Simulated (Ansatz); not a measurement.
Relaxed ZnSe (zinc blende):

```
ZnSe
1.0
    0.00000     2.86650     2.86650
    2.86650     0.00000     2.86650
    2.86650     2.86650     0.00000
Se Zn
1 1
Cartesian
  4.29975   4.29975   4.29975
  0.00000   0.00000   0.00000
```

In this cell atom 1 (Se, nearest neighbour Zn at 2.482 Å; its periodic images, 4.1 Å or more away, move with it) is moved by s towards the nearest neighbour, unit vector (0.577, 0.577, 0.577); all other atoms and the cell stay fixed.

Calculation: PBE (plane waves to 420 eV, PAW, scalar-relativistic; Ansatz, a first-principles code). k mesh 8×8×8 (Γ-centred), Fermi-Dirac smearing 0.05 eV. E stands for the smeared free energy. Left out: 1 of 11 points, with atoms too close for the PAW data. ZnSe was relaxed with its symmetry unable to fall. ΔE is measured from the undisplaced structure.

Successive frames, forces in eV/Å:

```json
[
 {"frame": "s = -0.148 Å", "ΔE (eV/cell)": "0.044", "F on Se1": "(0.311, 0.311, 0.311)", "F on Zn2": "(-0.311, -0.311, -0.311)"},
 {"frame": "s = 0.000 Å", "ΔE (eV/cell)": "0.000", "F on Se1": "(0.000, 0.000, 0.000)", "F on Zn2": "(0.000, 0.000, 0.000)"},
 {"frame": "s = 0.148 Å", "ΔE (eV/cell)": "0.067", "F on Se1": "(-0.580, -0.580, -0.580)", "F on Zn2": "(0.580, 0.580, 0.580)"}
]
```

### Question
What are the energy and the forces in the next frame, s = 0.296 Å?

### Answer
ΔE (eV/cell) = 0.334.

| atom | Fx | Fy | Fz |
|---|---|---|---|
| Se1 | -1.593 | -1.593 | -1.593 |
| Zn2 | 1.593 | 1.593 | 1.593 |

(For displaced atoms, the force is minus the slope of the energy, and its curvature is a force constant, which sets phonon frequencies.)
